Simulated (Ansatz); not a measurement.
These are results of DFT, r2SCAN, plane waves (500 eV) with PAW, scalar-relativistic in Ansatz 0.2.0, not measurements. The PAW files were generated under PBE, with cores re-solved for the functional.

An element in the hcp structure gives this curve. The cell is scaled uniformly from the relaxed one, with fractional coordinates and shape fixed. Energies are extrapolated to zero smearing, pressures are those at the given smearing. Magnetic state: spin not included.

```json
{"V (Å³/atom)": "15.450", "E − E₀ (meV/atom)": "163.7", "P (GPa)": "28.44"}
{"V (Å³/atom)": "16.152", "E − E₀ (meV/atom)": "66.9", "P (GPa)": "16.40"}
{"V (Å³/atom)": "16.854", "E − E₀ (meV/atom)": "16.0", "P (GPa)": "7.25"}
{"V (Å³/atom)": "17.557", "E − E₀ (meV/atom)": "0.0", "P (GPa)": "0.28"}
{"V (Å³/atom)": "18.259", "E − E₀ (meV/atom)": "10.8", "P (GPa)": "-5.04"}
{"V (Å³/atom)": "18.961", "E − E₀ (meV/atom)": "42.0", "P (GPa)": "-9.07"}
{"V (Å³/atom)": "19.663", "E − E₀ (meV/atom)": "88.6", "P (GPa)": "-12.11"}
```

(1) Which element is it?
A. molybdenum
B. tantalum
C. gold
D. niobium

## Answers

(1) C. Its fit is V₀ = 17.59 Å³/atom, B₀ = 150 GPa, B₀′ = 5.8.
